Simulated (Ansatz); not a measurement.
PdTe: strain energy, fitted

PdTe, P6_3/mmc, a = 4.182 Å, c = 5.739 Å. The structure is a COD entry; whether it is the stable form wasn't checked. Ansatz: r2SCAN, PAW, 500 eV, Γ-centred 12×12×10 mesh on 4 atoms, Gaussian smearing 0.10 eV; no spin polarisation. Series: equal strain along all axes, cell held, atoms fixed by symmetry; x is the strain in per cent. y is the free energy over the unstrained cell, V0 = 21.733 Å³/atom.

| x (%) | y (meV/atom) |
| --- | --- |
| -3.0 | ? |
| -2.0 | 28.20 |
| -1.0 | 6.84 |
| 0.0 | 0.00 |
| 1.0 | 6.00 |
| 2.0 | 23.32 |
| 3.0 | 50.58 |

Question: Fit y = c2 x² + c3 x³ to the other rows, turn c2 into a modulus, and predict the missing energy.

Answer: Least squares on the rows shown. y = 6.4657 x² − 0.28567 x³. In eV per unit strain² c2 is 64.66; the stiffness is B for this strain (E = 9/2 B V0 ε², shape held): 2 × 64.66 × 160.2 / (9 × 21.733) = 106 GPa. The unstrained cell keeps some stress along the strain, worth a slope of -0.15 meV/atom per %, which the form leaves out. At x = -3.0 the fit asked for gives 65.90 meV/atom. The run gave 65.94 meV/atom, so the fit is 0.04 meV/atom too low, within the rms miss on the fitted rows (0.15 meV/atom).

Cost: 7 runs of about 5.6 core-minutes in all, on Arm Neoverse V1 (shared hosts).